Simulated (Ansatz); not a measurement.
The cell below belongs to a search over invented structures; it isn't taken from experiment.

Input and command of a plane-wave DFT calculation in Ansatz:

```yaml
crystal:
  lattice:
    - [3.7337564161, 0.0, 0.0]
    - [0.0, 3.7337564161, 0.0]
    - [0.0, 0.0, 9.4147507116]
  atoms:
    - { symbol: La, position: [0.0, 0.5, 0.8140689955] }
    - { symbol: La, position: [0.5, 0.0, 0.1859310045] }
    - { symbol: Nb, position: [0.5, 0.0, 0.5490646596] }
    - { symbol: Nb, position: [0.0, 0.5, 0.4509353404] }
    - { symbol: F, position: [0.0, 0.0, 0.0] }
    - { symbol: F, position: [0.5, 0.5, 0.0] }
    - { symbol: F, position: [0.0, 0.5, 0.2129316206] }
    - { symbol: F, position: [0.5, 0.0, 0.7870683794] }
basis:
  ecutwfc: 420
kpoints:
  mp_grid: { grid: [8, 8, 4] }
  band_path:
    path:
      - [[0.0, 0.0, 0.0], [0.0, 0.5, 0.0], [0.5, 0.5, 0.0], [0.0, 0.0, 0.0], [0.0, 0.0, 0.5], [0.0, 0.5, 0.5], [0.5, 0.5, 0.5], [0.0, 0.0, 0.5]]
      - [[0.0, 0.5, 0.0], [0.0, 0.5, 0.5]]
      - [[0.5, 0.5, 0.0], [0.5, 0.5, 0.5]]
    npoints: 10
hamiltonian:
  xc: pbe
scf:
  occupations: { method: gaussian, width: 0.1 }
output:
  forces: true
  stress: true
  eigenvalues: true
  populations: true
  dos: { projected: true, de: 0.02 }
  bader: false
  write_density: true
  write_potential: true
  elf: true
  volumetric_format: npy
magnetization:
  noncollinear: true
  spin_orbit: true
```

```bash
ansatz run input.yaml --threads 1 --pin off --max-ram 2560MiB --backend cpu --events-out ev --progress --plain --runs-dir out
```

Processor: Intel(R) Xeon(R) 6975P-C (Granite Rapids), 1 thread, on a host shared with other jobs.

Question: Estimate time, memory and problem size.

Answer: About 4 min, peak memory 1.6 GiB. It solves 92 bands at 45 k points (after reduction by symmetry) with about 2543 plane waves, in 15 SCF iterations.
